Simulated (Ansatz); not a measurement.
# Rb₂Ba₃Sb₄: reading a single point

```xyz
9
Lattice="0.0000 5.1686 0.0000 9.4691 -2.5843 0.0000 3.0846 0.0000 -7.5534" Properties=species:S:1:pos:R:3 pbc="T T T"
Ba    3.9518    0.0000   -3.0945
Ba    8.6019    2.5843   -4.4588
Ba    0.0000    0.0000    0.0000
Rb    9.2787    0.0000   -7.3399
Rb    3.2750    2.5843   -0.2135
Sb    6.4120    0.0000   -6.0688
Sb    6.1417    2.5843   -1.4845
Sb   11.5390    0.0000   -5.1730
Sb    1.0147    2.5843   -2.3804
```

The numbers come from plane-wave PAW DFT (Ansatz): PBEsol, no spin polarisation, 420 eV, 6×6×4 Γ-centred k points, gaussian occupations (width 0.2724 eV). Nothing was relaxed.

Task: Which element gives electrons and which takes them?

Result: Bader charges in e: Rb +0.52, Ba +1.20 to +1.26, Sb -1.33 to -1.05. In the mean Ba gives up most and Sb takes most.

Task: Is it stable against the elements?

Result: -0.34 eV an atom against the elements' usual phases (free molecules for gases, crystals otherwise, with no correction for O₂ or N₂), so it is bound against them; other compounds may still compete. Relaxing would lower it.

Task: Is there a gap?

Result: It is a metal on this mesh, though the bands barely overlap, with about 11 states/eV a cell as the mean within 0.25 eV of the Fermi level, mostly Sb p (86 %).

Task: Where is the largest force?

Result: The largest is on Sb6 (and as large on other atoms): 1.90 eV/Å, components (-0.95, 0.00, 1.65). It makes 118° with the line to a nearest neighbour, Rb5 at 3.09 Å.

Task: Describe some of the short contacts.

Result: Sb–Sb at 2.99 Å: least valence density 0.28 e/Å³ and ELF 0.55 there. Rb–Sb at 3.09 Å: least valence density 0.18 e/Å³ and ELF 0.15 there. Ba–Sb at 3.64 Å: least valence density 0.12 e/Å³ and ELF 0.19 there. These are pseudo-fields; inside the PAW spheres they differ from the all-electron ones.

Origin: a known structure type with other elements, at an estimated volume, so it need not be a known compound. Caveats: many states at the Fermi level without spin polarisation, so a magnetic state may lie lower; atoms or cell far from equilibrium; wide smearing.
